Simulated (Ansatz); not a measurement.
Crystals of one structure type (zinc blende) and one family of elements, relaxed and computed with DFT-LDA in the program Ansatz with PAW potentials.

```
crystal  V (Å³/atom)  B₀ by P(V) fit (GPa)
-------  -----------  --------------------
BP             11.32                   175
BAs            13.25                   147
GaP            19.59                     ?
GaAs           21.98                  74.0
AlAs           22.30                  75.4
InP            24.73                  71.2
```

Task: Fit a straight line to ln B₀ against ln V and predict the withheld value.

Result: Least squares on the 5 shown rows: ln B₀ = -1.22 × ln V + (8.126), with a scatter of 3 %. For GaP this gives 89.7. The run itself gave 89.9, within the scatter.

All cells were relaxed under the symmetry of their starts (and spin orders); stability against distortions was not tested throughout. Spin–orbit coupling is left out wherever it is not named.

Potentials: the later of the program's two PAW sets.
